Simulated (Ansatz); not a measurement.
Ca:
```xyz
2
Lattice="3.9407 0.0000 0.0000 -1.9703 3.4127 0.0000 0.0000 0.0000 6.4566" Properties=species:S:1:pos:R:3 pbc="T T T"
Ca     0.0000     2.2751     1.6141
Ca     1.9703     1.1376     4.8424
```

Relaxed with r²SCAN. Special points in fractions of this cell's reciprocal vectors: Γ (0.000, 0.000, 0.000); M (0.500, 0.000, 0.000); K (0.333, 0.333, 0.000); A (0.000, 0.000, 0.500); L (0.500, 0.000, 0.500); H (0.333, 0.333, 0.500).

List the band energies nearest the Fermi level at these points for DFT-r²SCAN in the program Ansatz with PAW potentials.

In eV from the Fermi level; about four levels below and three above (degenerate sets whole), none deeper than 8.9 eV; points with the same levels are listed once.

```tsv
k	below	above
Γ	-4.31 -1.02 -0.40	2.56 2.57 2.57
M	-1.17 -0.84	0.29 0.49 1.47
K	-0.29 -0.27 -0.27	0.69 1.58 1.58
A	-3.26 -3.26	1.56 1.56 2.56 2.56 2.56 2.56
L	-0.67 -0.67 -0.02 -0.02	1.65 1.65 3.15 3.15
H	–	0.12 0.12 0.34 0.34
```

Space group P6_3/mmc (hcp (Mg type)). The workflow started from an entry of the Crystallography Open Database (COD, 723 K), which files this formula under 3 space groups. It is not the phase usual at ambient conditions (space group No. 225). Symmetry was held in the r²SCAN relaxation; its stability against distortions is not shown here.

Potentials: the earlier of the program's two PAW sets. The files were generated under PBE; for other functionals the program regenerates the frozen cores, and for LDA and PBEsol the local potential too.
